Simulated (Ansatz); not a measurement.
The relaxed structure here is a generated cell of B: the first start was made by placing the elements on the sites of a structure type, and the end was not matched to a known phase here, so it may be hypothetical.

The end point of a relaxation of B. Space group Pm-3m (No. 221), AFLOW prototype A_cP1_221_a (A_h). These are PBE (plane waves to 420 eV, PAW, scalar-relativistic; Ansatz, an electronic-structure program) values and carry that method's errors.

Space group Pm-3m (No. 221); a = 1.8854 Å, b = 1.8854 Å, c = 1.8854 Å, α = 90.00°, β = 90.00°, γ = 90.00°

| atom | site | symmetry | x | y | z |
|---|---|---|---|---|---|
| B | 1b | m-3m | 0.5000 | 0.5000 | 0.5000 |

| Quantity | Result |
|---|---|
| Volume per atom | 6.70 Å³ |
| Band gap | zero (metallic) |
| Shortest distances | B–B 1.89 Å |
| k-mesh | 24×24×24 |

No spin polarisation in the result. The relaxed primitive cell holds an odd number of electrons. A magnetic state may lie lower.

The run could not lose the symmetry of its start: the end is stationary, and may be a saddle point rather than a minimum.
